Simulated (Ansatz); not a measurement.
HfGe (CsCl type, Pm-3m) at seven volumes, plane-wave PAW PBE (Ansatz code), scaled uniformly. One row is withheld.

```
V (Å³/atom)  P (GPa)
-----------  -------
17.139         13.38
17.704             ?
18.269          3.80
18.834          0.00
19.399         -3.25
19.964         -5.99
20.529         -8.30
```

Task: Fit the shown pressures and predict the withheld one.

Result: P = (3/2)B₀(x^(7/2) − x^(5/2))[1 + (3/4)(B′ − 4)(x − 1)] with x = (V₀/V)^(2/3). Least squares on the six rows gives V₀ = 18.834 Å³/atom, B₀ = 116 GPa, B′ = 4.27. At V = 17.704, x = 1.0421 and P = 8.19 GPa. The run itself gave 8.22 GPa.

A made-up cell: these elements were put on the sites of a structure type; neither database checked (COD, Materials Project) lists it. Its standing as an ambient phase is unchecked. The PBE relaxation kept the symmetry of its start; whether a distortion lowers the energy is not shown. No spin polarisation was allowed. Scalar-relativistic: spin–orbit coupling is off unless named, which matters more the heavier the elements.

Potentials: the later of the program's two PAW sets.
